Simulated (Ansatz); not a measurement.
The start is a generated cell, K built in the fcc structure type. A full variable-cell relaxation at zero pressure is run with r2SCAN (plane waves to 500 eV, PAW, scalar-relativistic; Ansatz, a first-principles code). The first steps use a coarse 9×9×9 k-mesh.

Input geometry:
```
K
1.0
    0.00000     3.29469     3.29469
    3.29469     0.00000     3.29469
    3.29469     3.29469     0.00000
K
1
Direct
  0.00000   0.00000   0.00000
```

Problem. How does the volume change?

Solution. +7.3 %, from 71.53 to 76.74 Å³/atom.

Problem. What band gap does the relaxed structure have at this level?

Solution. No gap (metallic).

The space group stays Fm-3m (No. 225) (the run could not lower it); the end is fcc (Cu type), with 1 atom in the primitive cell. Final values are on a 12×12×12 k-mesh of the relaxed cell. No spin polarisation in the result.

The run could not lose the symmetry of its start.

The relaxed structure has the type that K is known to take under pressure; here it was relaxed at zero pressure, from a generated start.
